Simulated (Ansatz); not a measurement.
Phonons of RbCaH$_{3}$ (cubic perovskite) at Γ, X = (0.5, 0.0, 0.0), M = (0.5, 0.5, 0.0), R = (0.5, 0.5, 0.5).

RbCaH3 (cubic perovskite)

```
CELL_PARAMETERS angstrom
      4.39833     0.00000     0.00000
      0.00000     4.39833     0.00000
      0.00000     0.00000     4.39833
ATOMIC_POSITIONS crystal
  Rb 0.00000 0.00000 0.00000
  Ca 0.50000 0.50000 0.50000
  H  0.50000 0.00000 0.50000
  H  0.00000 0.50000 0.50000
  H  0.50000 0.50000 0.00000
```

The numbers are results of LDA (plane waves to 420 eV, PAW, scalar-relativistic; Ansatz, a first-principles code), not measurements. DFPT wavenumbers on a 6×6×6 k mesh, in cm⁻¹; i marks imaginary ones, q is in fractions of the reciprocal vectors of the cell shown, and the three acoustic modes at Γ are left out. The non-analytic (LO-TO) term is not included, so polar modes at Γ have their transverse values. RbCaH3 was relaxed with its symmetry unable to fall.

```tsv
q	wavenumbers (cm⁻¹)
Γ	108 (×3), 349 (×3), 406 (×3), 1207 (×3)
X = (0.5, 0.0, 0.0)	62 (×2), 87, 107 (×2), 194, 406 (×2), 421, 428 (×2), 669, 1206 (×2), 1314
M = (0.5, 0.5, 0.0)	60, 64 (×2), 126, 195, 203 (×2), 451 (×2), 463 (×2), 674, 1205, 1222, 1347
R = (0.5, 0.5, 0.5)	69 (×3), 147 (×3), 221 (×3), 602 (×3), 1222 (×2), 1366
```

The structure shows no imaginary mode at these points (lowest 60 cm⁻¹ at M = (0.5, 0.5, 0.0)); other wave vectors were not tested.

Highest mode: 1366 cm⁻¹ at R = (0.5, 0.5, 0.5).
